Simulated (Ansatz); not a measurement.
Rb$_{2}$AgSbCl$_{6}$ in space group Fm-3m (No. 225; Rb on 8c, Ag on 4b, Sb on 4a, Cl on 24e), DFT-r²SCAN in the program Ansatz with PAW potentials, all energies at zero smearing, with the estimated change up to a 700 eV cutoff added, with one set of potentials and settings (totals compare only within such a set). Cell of 10 atoms (2 Rb, 1 Ag, 1 Sb, 6 Cl): -27174.870 eV.

| element | reference phase | E (eV/atom) |
|---|---|---|
| Rb | Cmcm, 2 atoms in the cell | -3278.0015 |
| Ag | R-3m, 3 atoms in the cell | -7603.9440 |
| Sb | R-3m, 2 atoms in the cell | -6499.1272 |
| Cl | Cmce, 4 atoms in the cell | -1083.6259 |

Formation energy per atom, worked out: (-27174.870 − 2×(-3278.0015) − 1×(-7603.9440) − 1×(-6499.1272) − 6×(-1083.6259))/10 = -1.404 eV/atom (-135 kJ per mol of atoms), at 0 K, without zero-point energy or fitted corrections.

The first step of the workflow began from a Materials Project structure, measured or hypothetical; the Crystallography Open Database copy checked does not list it. Whether it is the stable phase at ambient conditions was not checked. The cell was relaxed with r²SCAN under the symmetry of its start; its stability against distortions is not shown here. No spin polarisation was allowed. The references are the lowest solids computed at this level, not always the standard phases (solids in place of the gases). Spin–orbit coupling is left out wherever it is not named.

Potentials: the later of the program's two PAW sets.
